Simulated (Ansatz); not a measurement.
# Run times of several calculations on Si₃N₄

Cell: 14 atoms, space group P6_3/m, a = 7.627 Å, b = 7.627 Å, c = 2.918 Å, α = 90.00°, β = 90.00°, γ = 120.00°.

All runs are DFT with Ansatz 0.2.0 on 1 thread of Intel Xeon 6975P-C (Granite Rapids) (x86_64; 8 cores open to the job, memory cap 3.0 GiB, no GPU), a shared host.

Q: Rank the runs by wall time, shortest first.
A. single point, PBE, gradients read without the response of the cores, 420 eV, 4×4×9 k-points, smearing 0.02 eV
B. relaxation of the ions, PBE, gradients read without the response of the cores, 420 eV, 4×4×9 k-points, smearing 0.02 eV
C. single point at relaxed positions, r2SCAN, gradients read without the response of the cores, 500 eV, 4×4×9 k-points, smearing 0.02 eV

A: A (7.5 s, 0.46 GiB), C (14 s, 0.84 GiB), B (23 s, 0.47 GiB).
